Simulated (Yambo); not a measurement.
Convergence of the G0W0 gap of AlN

G0W0@PBEsol for AlN (zinc blende, space group F-43m, No. 216) in Yambo. Reference settings: 6×6×6 Γ-centred k mesh, 77 bands and a 14 Ry block in the screening, 77 bands in G with the Bruneval-Gonze terminator, plasmon pole fitted at 27.2 eV. The PBEsol gap Γ → X on this mesh is 3.19 eV; G0W0 gaps are taken between the same points.

```tsv
change from the reference	G0W0 gap Γ → X (eV)	shift of the valence edge (eV)	rough Yambo cost
reference settings	4.67	-1.01	1
14 bands in W, 14 bands in G	4.69	-0.66	about 1/4
23 bands in W, 23 bands in G	4.63	-0.79	about 1/3
58 bands in W, 58 bands in G	4.67	-0.99	within a factor of two
wavefunctions cut at 10 Ry	4.27	-0.61	within a factor of two
wavefunctions cut at 30 Ry	4.64	-0.98	within a factor of two
exchange cut at 20 Ry	4.56	-0.89	–
23 bands in W, 23 bands in G, 2 Ry block	4.25	-0.43	about 1/8
14 bands in W, 14 bands in G, 11 Ry block	4.67	-0.63	about 1/6
2 Ry block	4.20	-0.49	about 1/3
4×4×4 mesh	4.67	-1.01	about 1/5
8×8×8 mesh	4.70	-1.07	about 4×
14 bands in W, 14 bands in G, 5 Ry block, no terminator	4.37	-0.13	about 1/10
58 bands in W, 58 bands in G, 5 Ry block, no terminator	4.39	-0.69	about 1/3
5 Ry block, no terminator	4.41	-0.75	about 1/3
```

The reference isn't shown to be the converged limit. Costs are rough (shared machines), scaled to the same edge states, and given only for runs that recompute the screening.

Geometry relaxed with PBEsol; primitive cell a = 3.095 Å, b = 3.095 Å, c = 3.095 Å, α = 60.00°, β = 60.00°, γ = 60.00°.

This is not the ordinary phase of the substance; no match was found in the copy of COD used, and its stability was not checked.

A shift is the quasiparticle energy of the state minus its PBEsol energy.
